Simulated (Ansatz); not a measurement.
**C$_{3}$S$_{7}$O: input, output and frames of a trajectory**

Computed with Ansatz, DFT PBEsol, scalar-relativistic, plane waves, PAW. Settings: plane waves to 420 eV, k-mesh 4×2×1 (shifted by 0.5, 0.5, 0.0 steps), Fermi–Dirac smearing 0.33 eV. The mesh is coarse. No spin polarisation.

22 atoms, starting at 1.10 times the perfect crystal's volume (space group P-1); Langevin thermostat at 3800 K (friction 0.02 fs⁻¹), fixed cell; 134 steps of 2 fs. The run is short and not equilibrated.

The run converged.

Time: 12 min on 4 threads of Arm Neoverse V1, with other jobs on the host, peak memory 1.2 GiB.

Command:
```bash
ansatz run input.yaml --threads 4 --pin off --max-ram 9216MiB --backend cpu --events-out ev --progress --plain --runs-dir out
```

Input:
```yaml
crystal:
  lattice:
    - [4.4727260412, -0.136757763, -0.0026506515]
    - [-0.0483839534, 9.335864892, -0.0646712241]
    - [1.6413030593, 2.5862995817, 11.8603521673]
  atoms:
    - { symbol: C, position: [0.6868721687, 0.3521193086, 0.2094688228] }
    - { symbol: C, position: [0.3131278313, 0.6478806914, 0.7905311772] }
    - { symbol: C, position: [0.6407320112, 0.280942165, 0.324090811] }
    - { symbol: C, position: [0.3592679888, 0.719057835, 0.675909189] }
    - { symbol: C, position: [0.3405469872, 0.5311238502, 0.3153607] }
    - { symbol: C, position: [0.6594530128, 0.4688761498, 0.6846393] }
    - { symbol: S, position: [0.8151906793, 0.1168122555, 0.385805351] }
    - { symbol: S, position: [0.1848093207, 0.8831877445, 0.614194649] }
    - { symbol: S, position: [0.5814213024, 0.9421076089, 0.3379234691] }
    - { symbol: S, position: [0.4185786976, 0.0578923911, 0.6620765309] }
    - { symbol: S, position: [0.8308095948, 0.9279412185, 0.1803899408] }
    - { symbol: S, position: [0.1691904052, 0.0720587815, 0.8196100592] }
    - { symbol: S, position: [0.687126056, 0.1088378716, 0.0674121848] }
    - { symbol: S, position: [0.312873944, 0.8911621284, 0.9325878152] }
    - { symbol: S, position: [0.9253214644, 0.2955240703, 0.0968812891] }
    - { symbol: S, position: [0.0746785356, 0.7044759297, 0.9031187109] }
    - { symbol: S, position: [0.5137326513, 0.5221924002, 0.1724023124] }
    - { symbol: S, position: [0.4862673487, 0.4778075998, 0.8275976876] }
    - { symbol: S, position: [0.4121398899, 0.368138404, 0.4192997668] }
    - { symbol: S, position: [0.5878601101, 0.631861596, 0.5807002332] }
    - { symbol: O, position: [0.1870162964, 0.6327651374, 0.3385379363] }
    - { symbol: O, position: [0.8129837036, 0.3672348626, 0.6614620637] }
basis:
  ecutwfc: 420
kpoints:
  mp_grid: { grid: [4, 2, 1], shift: [0.5, 0.5, 0.0] }
hamiltonian:
  xc: pbesol
scf:
  occupations: { method: fermi_dirac, width: 0.3275 }
  lower_state_search: "off"
  convergence: { dr2_threshold: 1.0e-07 }
output:
  forces: true
  stress: true
md:
  timestep: 2.0
  n_steps: 134
  ensemble: nvt_langevin
  temperature: 3800.0
  initial_velocities: maxwell_boltzmann
  seed: 75554
  friction: 0.02
```

Output (its end):
```
...
  k-point 2: bands = ["-21.7530", "-18.2760", "-15.7108", "-15.3493", "-14.3981", "-13.7134", "-12.5248", "-12.1587", "-11.9500", "-11.6584", "-11.4241", "-10.3432", "-9.4812", "-9.2039", "-8.9039", "-8.7247", "-7.8250", "-7.6580", "-7.2406", "-7.0999", "-6.0066", "-5.0017", "-4.7033", "-4.5905", "-4.3176", "-4.1697", "-3.9799", "-3.8179", "-3.6473", "-3.5267", "-3.2112", "-3.0463", "-2.6685", "-2.4231", "-2.2447", "-2.1201", "-1.8165", "-1.6419", "-1.4325", "-1.3606", "-1.2886", "-0.9083", "-0.6855", "-0.4263", "-0.2999", "-0.0990", "0.1175", "0.2701", "0.5725", "0.7214", "1.0197", "1.1718", "1.3891", "1.6536", "1.8722", "1.9951", "2.0948", "2.1696", "2.2875", "2.7179", "3.0297", "3.1711", "3.2869", "3.5837", "3.8701", "4.2557", "4.6495", "4.9465", "5.4941", "5.5502", "5.6564", "5.9474", "6.2107", "6.3508", "6.6364", "6.8160", "7.0728", "7.3183", "7.6373", "7.9044", "8.0917", "8.3409", "8.7361", "9.0946", "9.2993", "9.4985", "9.5766", "9.6470", "9.9105", "10.0568", "10.2372", "10.4087", "10.5421"]
  k-point 3: bands = ["-21.7530", "-18.2760", "-15.7117", "-15.3491", "-14.3957", "-13.7132", "-12.5497", "-12.1172", "-11.9553", "-11.6656", "-11.4300", "-10.3392", "-9.4996", "-9.2056", "-8.9194", "-8.7001", "-7.8423", "-7.5823", "-7.2779", "-7.1153", "-5.9954", "-4.9959", "-4.6901", "-4.6052", "-4.3486", "-4.2079", "-3.9927", "-3.8126", "-3.6140", "-3.3940", "-3.2262", "-3.0538", "-2.7342", "-2.4367", "-2.2535", "-2.0948", "-1.8045", "-1.7273", "-1.5156", "-1.3849", "-1.2461", "-0.8773", "-0.6471", "-0.5036", "-0.2111", "0.0127", "0.1275", "0.1874", "0.5955", "0.6983", "0.9697", "1.3090", "1.4556", "1.6811", "1.7947", "1.9662", "2.0303", "2.1457", "2.3227", "2.6675", "3.0513", "3.1456", "3.2985", "3.6146", "3.8878", "4.2661", "4.6999", "4.9038", "5.4747", "5.5553", "5.6629", "5.8675", "6.1890", "6.3548", "6.6976", "6.8692", "7.0093", "7.3000", "7.6583", "7.9193", "8.0542", "8.3802", "8.7119", "8.9506", "9.2456", "9.4887", "9.5652", "9.7261", "10.0189", "10.1304", "10.2308", "10.3709", "10.5605"]
--- MD trajectory: 134 steps, t = 0.0 → 268.0 fs ---
  final state: T = 3505.4 K   F+E_penalty+E_count = -14973.30341486 eV   E_kin = 9.968246 eV
```

Frames along the run (Å, eV/Å; dE is the potential energy from the first frame):

```xyz
22
Lattice="4.473 -0.137 -0.003 -0.048 9.336 -0.065 1.641 2.586 11.860" Properties=species:S:1:pos:R:3:forces:R:3 pbc="T T T" time_fs=0.00 dE_eV=0.0000 T_K=3627
C     3.399    3.735    2.460    0.035   -0.092    0.761
C     2.667    8.050    9.333   -0.035    0.092   -0.761
C     3.384    3.373    3.824    0.047    0.308   -0.724
C     2.681    8.412    7.969   -0.047   -0.308    0.724
C     2.015    5.728    3.705   -0.990    1.455    0.395
C     4.051    6.058    8.088    0.990   -1.455   -0.395
S     4.274    1.977    4.566   -1.018    0.351   -0.736
S     1.792    9.809    7.227    1.018   -0.351    0.736
S     3.110    9.590    3.945    0.745    0.428   -0.597
S     2.956    2.196    7.848   -0.745   -0.428    0.597
S     3.967    9.016    2.077   -0.701    0.891    0.216
S     2.098    2.769    9.716    0.701   -0.891   -0.216
S     3.179    1.096    0.791    0.715    0.020    0.700
S     2.887   10.689   11.002   -0.715   -0.020   -0.700
S     4.283    2.883    1.127   -0.994   -0.017    0.852
S     1.782    8.902   10.666    0.994    0.017   -0.852
S     2.555    5.251    2.010    0.222   -0.739    1.263
S     3.510    6.535    9.783   -0.222    0.739   -1.263
S     2.514    4.465    4.948    0.262   -0.004   -1.439
S     3.552    7.320    6.845   -0.262    0.004    1.439
O     1.361    6.757    3.974    1.686   -2.622   -0.695
O     4.704    5.028    7.819   -1.686    2.622    0.695
22
Lattice="4.473 -0.137 -0.003 -0.048 9.336 -0.065 1.641 2.586 11.860" Properties=species:S:1:pos:R:3:forces:R:3 pbc="T T T" time_fs=34.00 dE_eV=4.9380 T_K=3366
C     3.073    3.680    2.483    3.469   -3.740    3.231
C     2.554    8.060    9.372    3.251   -3.503   -4.912
C     3.431    3.332    4.079   -5.187    5.808   -6.146
C     2.421    8.462    8.056    1.708   -3.675   -1.221
C     1.926    5.622    3.741    0.199    0.921   -1.152
C     4.345    6.449    7.756   -2.345    0.668    1.905
S     4.156    2.196    4.848    3.399   -3.700    1.708
S     1.674    9.643    7.131   -1.614    0.753    0.278
S     3.592    9.713    3.952   -0.815   -0.781   -1.137
S     2.881    1.835    7.846    1.552    1.114   -1.328
S     4.246    9.187    1.964    0.440   -0.550    0.388
S     2.472    2.769    9.546   -1.170    0.594    0.384
S     3.716    1.098    0.401   -0.728   -0.386    1.070
S     2.889   10.650   10.840    1.398    0.385    1.136
S     4.317    2.685    1.552   -0.572    2.481    0.256
S     1.895    8.937   10.470   -3.868    2.307    5.088
S     2.166    4.998    2.013    0.185   -0.408    1.229
S     3.567    6.518    9.663    0.119    1.324   -1.286
S     2.503    4.402    5.124   -0.418    1.527   -1.359
S     3.191    7.336    6.813    0.227    1.025    0.153
O     1.525    6.768    3.701    0.082   -1.225    1.739
O     5.247    5.789    7.387    0.690   -0.940   -0.024
22
Lattice="4.473 -0.137 -0.003 -0.048 9.336 -0.065 1.641 2.586 11.860" Properties=species:S:1:pos:R:3:forces:R:3 pbc="T T T" time_fs=68.00 dE_eV=6.8615 T_K=2354
C     3.117    3.601    2.629    2.610   -2.589    2.438
C     2.492    8.344    9.466    2.621   -4.233   -7.164
C     3.103    3.123    4.201    0.389    3.250   -2.631
C     2.438    8.489    7.959   -0.753   -1.284    1.628
C     1.928    5.669    3.729   -0.864   -0.770    0.261
C     4.188    6.802    7.611   -6.531    1.934    3.045
S     4.334    2.064    4.800   -0.792   -0.952   -0.889
S     1.590    9.684    7.161   -0.386    2.530   -0.107
S     3.752    9.468    3.813    0.568    1.426   -0.879
S     3.187    1.620    7.817   -1.103    1.349    0.326
S     4.671    9.341    1.688   -0.611    0.361    0.023
S     2.593    2.628    9.779    1.200   -1.625   -0.005
S     3.901    1.135    0.216    0.354   -0.611    1.679
S     3.512   10.541   10.930   -1.326    1.264   -0.120
S     4.538    3.147    1.714   -2.005   -0.276    0.192
S     1.817    8.789   10.825   -0.244    1.652    1.655
S     2.148    4.811    2.039   -0.025    1.338    1.519
S     3.709    6.809    9.397   -0.403    0.713    0.488
S     2.775    4.674    5.197   -0.619   -1.244   -1.996
S     3.012    7.423    6.496   -0.313    1.736    2.573
O     1.081    6.499    3.906    0.987   -0.227    0.023
O     5.202    6.487    7.251    7.245   -3.742   -2.059
22
Lattice="4.473 -0.137 -0.003 -0.048 9.336 -0.065 1.641 2.586 11.860" Properties=species:S:1:pos:R:3:forces:R:3 pbc="T T T" time_fs=100.00 dE_eV=5.5646 T_K=4244
C     3.520    3.892    2.765    0.544    0.705    1.225
C     2.692    8.150    9.215   -1.037    1.482    1.077
C     3.847    3.641    4.161   -2.595   -1.653    0.113
C     2.154    8.652    7.992    1.941   -1.612    1.664
C     1.869    5.478    4.119   -0.762    0.178   -0.083
C     4.229    7.060    7.491    4.546   -2.710   -0.328
S     4.534    2.057    4.650   -0.285    2.003    0.131
S     1.428   10.180    7.602   -2.227   -1.022    0.123
S     4.197    8.922    3.621   -1.809    0.006    2.484
S     3.146    1.785    7.776    2.075    1.779    0.086
S     4.770    9.405    1.939    2.804   -0.527   -2.916
S     3.188    2.373    9.790   -0.086    0.631    0.925
S     3.949    1.036    0.527   -1.005    0.529    0.185
S     3.911   10.487   11.153   -0.667   -0.620   -0.912
S     4.696    3.218    1.775   -0.750    0.055   -1.182
S     2.396    8.553   10.952    0.139    0.909   -1.028
S     2.181    5.164    2.503    3.283   -2.268   -1.716
S     4.064    7.163    9.321   -0.615   -0.137   -2.491
S     2.611    4.316    5.323    0.530    0.985   -0.782
S     2.936    7.983    6.608    1.739   -0.998    0.264
O     1.035    6.389    4.049   -0.084   -0.056    2.341
O     5.329    6.412    7.093   -5.679    2.340    0.818
22
Lattice="4.473 -0.137 -0.003 -0.048 9.336 -0.065 1.641 2.586 11.860" Properties=species:S:1:pos:R:3:forces:R:3 pbc="T T T" time_fs=134.00 dE_eV=8.6865 T_K=3128
C     3.823    4.304    2.778   -2.650    1.193    0.620
C     2.787    8.038    9.418    0.450    3.257    1.543
C     3.753    3.859    4.097   -0.504   -0.547    1.181
C     2.115    8.892    8.279    4.234   -7.778    1.447
C     1.906    5.584    4.483    3.105   -2.754   -2.800
C     4.125    7.232    7.571    1.751   -0.754   -0.402
S     4.661    2.524    4.294    1.012   -2.606    1.439
S     1.383   10.245    7.999   -0.932    4.030   -0.293
S     3.879    8.518    3.620    1.435    0.765   -1.658
S     3.303    1.980    7.771   -0.396    0.478    1.491
S     5.347    9.270    1.807   -2.553   -0.172    1.403
S     3.799    2.637    9.934   -0.527   -1.072   -0.031
S     4.023    1.126    0.923    0.688   -0.810    0.590
S     4.039   10.457   11.365   -0.086    0.257   -1.362
S     4.611    3.127    1.799    0.890    1.125   -1.464
S     2.807    8.483   11.231   -0.770    0.703   -1.689
S     2.554    5.475    2.597   -0.180    0.869   -0.627
S     4.548    7.609    9.323   -2.551   -0.198   -1.722
S     2.609    4.282    5.344    1.499   -0.901    0.057
S     2.775    7.856    6.818   -1.934    2.356    1.109
O     1.359    6.441    5.000   -1.985    3.449   -0.788
O     4.762    6.564    6.779    0.002   -0.889    1.955
22
Lattice="4.473 -0.137 -0.003 -0.048 9.336 -0.065 1.641 2.586 11.860" Properties=species:S:1:pos:R:3:forces:R:3 pbc="T T T" time_fs=168.00 dE_eV=8.2756 T_K=3168
C     3.751    4.236    2.954   -1.241    0.784    0.694
C     3.275    8.292    9.553   -4.347    2.157    0.107
C     3.942    3.725    4.388   -3.369    3.836   -3.785
C     2.347    8.779    8.593    0.872   -1.329   -1.554
C     2.124    5.767    4.341    1.118    1.283    0.138
C     3.941    6.840    6.961   -3.427    7.042    3.034
S     4.840    2.473    4.421    2.991   -4.253    1.315
S     1.380   10.193    8.172   -0.087   -0.357    1.196
S     3.954    8.587    3.452    0.345   -0.639    0.636
S     3.038    2.035    7.936    1.251    1.459    0.265
S     5.284    9.172    2.053    1.273   -1.543    1.547
S     3.866    2.756    9.665   -0.729   -0.463   -0.575
S     4.141    1.167    1.484   -2.120    1.426   -2.186
S     4.110    9.905   11.523    1.975    2.555    1.101
S     4.015    3.264    1.569    0.530    1.772    0.027
S     2.844    8.555   11.227   -2.022   -1.183    0.351
S     2.711    5.830    2.581    0.921   -2.869    2.147
S     4.724    7.802    9.259    3.351   -3.300   -1.176
S     2.736    4.312    5.461   -0.939    0.900   -0.958
S     2.445    7.970    7.001    1.061   -0.458   -0.267
O     1.724    6.811    4.831   -0.089   -1.630   -0.596
O     4.373    5.857    6.704    2.682   -5.190   -1.461
22
Lattice="4.473 -0.137 -0.003 -0.048 9.336 -0.065 1.641 2.586 11.860" Properties=species:S:1:pos:R:3:forces:R:3 pbc="T T T" time_fs=200.00 dE_eV=11.0023 T_K=3021
C     3.453    4.122    2.979   -0.013    2.741   -2.693
C     3.419    8.492    9.563   -4.557    1.728   -0.604
C     3.681    3.655    4.214    0.646   -1.905    0.866
C     2.492    8.951    8.445    1.265   -0.633    3.404
C     2.296    6.174    4.359   -0.259    1.568   -0.817
C     3.489    7.059    6.478    9.812  -11.064   -0.944
S     4.845    2.182    4.253   -2.162    2.289    0.788
S     1.244   10.189    8.165    2.019   -0.270    0.351
S     4.078    8.080    3.578    1.180    1.867   -1.360
S     2.921    2.105    7.504    0.182    0.326    2.299
S     5.257    9.185    2.368   -1.594   -0.191    0.187
S     3.905    2.371    9.499   -0.861   -0.105   -1.705
S     3.790    1.323    1.387    0.823    0.614    0.376
S     4.370   10.025   11.769   -1.819   -0.938   -0.169
S     3.877    3.714    1.391    0.182   -2.133   -0.121
S     2.654    8.652   11.428    2.742    1.853   -1.687
S     2.955    5.939    2.685   -0.389   -1.714    1.338
S     4.717    7.626    9.292    1.469   -1.255    0.116
S     2.544    4.463    5.321   -0.218    0.649   -0.065
S     2.631    8.120    6.913   -6.766    7.657    0.682
O     1.892    7.365    4.619    0.761   -5.113   -0.165
O     4.255    6.057    6.442   -2.443    4.028   -0.078
22
Lattice="4.473 -0.137 -0.003 -0.048 9.336 -0.065 1.641 2.586 11.860" Properties=species:S:1:pos:R:3:forces:R:3 pbc="T T T" time_fs=234.00 dE_eV=13.1107 T_K=3301
C     4.042    4.183    3.018   -1.343    0.888   -2.349
C     3.221    8.737    9.524   -0.651   -0.417   -0.876
C     3.257    3.745    4.069    2.149   -2.382    1.463
C     2.442    9.185    8.440    0.226   -1.131   -1.241
C     2.365    5.854    4.188    0.059   -1.609   -0.099
C     3.306    6.474    6.527    6.686    1.862   -3.771
S     4.488    2.494    4.248   -0.663   -0.118    0.372
S     1.397   10.505    8.134   -1.643   -1.094    0.075
S     4.540    7.970    3.374    0.050    0.814    0.255
S     3.054    2.183    7.155   -1.301    0.077   -4.258
S     5.227    9.493    2.436   -0.399    0.376   -0.835
S     3.705    2.404    8.821    2.849    2.064    4.621
S     3.531    1.554    1.277    1.195    1.331    0.096
S     4.446    9.981   11.903    1.642    1.396    0.530
S     4.361    3.807    1.178   -1.170   -2.241    2.710
S     2.840    9.026   11.718   -1.285   -0.585   -2.040
S     3.067    6.043    2.629    0.186   -1.348   -0.715
S     4.508    7.757    9.307   -0.077   -0.015    0.401
S     2.282    4.395    5.407    0.896   -0.595   -3.368
S     2.609    8.790    6.610    0.084   -0.023    2.798
O     2.121    6.815    4.800   -1.706    4.381    1.331
O     4.364    6.662    5.825   -5.784   -1.628    4.899
22
Lattice="4.473 -0.137 -0.003 -0.048 9.336 -0.065 1.641 2.586 11.860" Properties=species:S:1:pos:R:3:forces:R:3 pbc="T T T" time_fs=268.00 dE_eV=10.6408 T_K=3505
C     3.810    4.331    2.555    0.933    5.521   -5.615
C     3.237    8.497    9.567    1.593   -0.446   -0.416
C     3.552    3.866    3.703    0.707   -6.541    4.144
C     2.874    8.984    8.405   -4.066    2.957   -3.260
C     2.111    5.810    4.073    1.831    6.778   -0.771
C     4.015    5.938    6.600   -0.035   -1.350    0.221
S     4.243    2.170    4.057   -0.676    1.444    0.574
S     1.324   10.164    8.232    0.330   -1.292    0.657
S     4.926    8.147    3.220   -0.205    1.688   -1.035
S     3.124    2.270    6.714    0.765    0.285    1.609
S     5.135    9.713    1.951    0.499   -1.276    0.646
S     3.686    2.592    8.682   -0.049   -0.308   -1.727
S     3.790    2.140    1.212   -1.909   -3.998   -1.018
S     4.486   10.323   12.009   -1.074   -0.706   -1.597
S     4.664    3.776    0.961    0.435    2.178    2.275
S     2.987    9.026   11.089   -0.989    2.144    4.508
S     2.987    5.897    2.380   -0.441   -0.320    0.411
S     4.707    7.800    9.458    3.219   -1.634   -0.257
S     2.237    4.301    4.678   -0.563   -1.500    2.009
S     3.047    9.063    6.768   -0.272    0.840    0.254
O     2.022    7.007    4.622   -0.944   -4.330   -1.252
O     4.127    7.054    6.485    0.912   -0.133   -0.362
```